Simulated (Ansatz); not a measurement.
**Strain response of FeNi**

All numbers below come from DFT PBEsol, scalar-relativistic, plane waves, PAW in Ansatz 0.2.0. Settings: 420 eV cutoff, 16×16×12 k-mesh, Gaussian smearing of 0.10 eV, collinear spin.

Reference structure (relaxed):

```xyz
2
Lattice="2.4681 0.0000 0.0000 0.0000 2.4681 0.0000 0.0000 0.0000 3.5329" Properties=species:S:1:pos:R:3 pbc="T T T"
Fe    0.0000    0.0000    0.0000
Ni    1.2341    1.2341    1.7665
```

Deformation: uniaxial strain along c, with the lengths of a and b and the atoms relaxed and the angles held, all within the symmetry that the strain leaves. Energies are extrapolated to zero smearing.

```tsv
strain (%)	ΔE (meV/atom)	a (Å)	b (Å)	c (Å)	moment (μB/cell)
-3.0	6.6	2.498	2.498	3.427	3.21
-2.0	2.9	2.488	2.488	3.462	3.19
-1.0	0.7	2.478	2.478	3.498	3.17
+0.0	0.0	2.468	2.468	3.533	3.15
+1.0	0.7	2.459	2.459	3.568	3.14
+2.0	2.9	2.451	2.451	3.604	3.12
```

Question: What stiffness (1/V) d²E/dε² at zero strain does a cubic fit over all points give?

Answer: A cubic fit gives (1/V) d²E/dε² = 218 GPa at zero strain (Young's modulus along this axis, angles held).

Question: How does the free axis a answer a small strain?

Answer: Between the innermost points its strain is -0.38 times the applied one.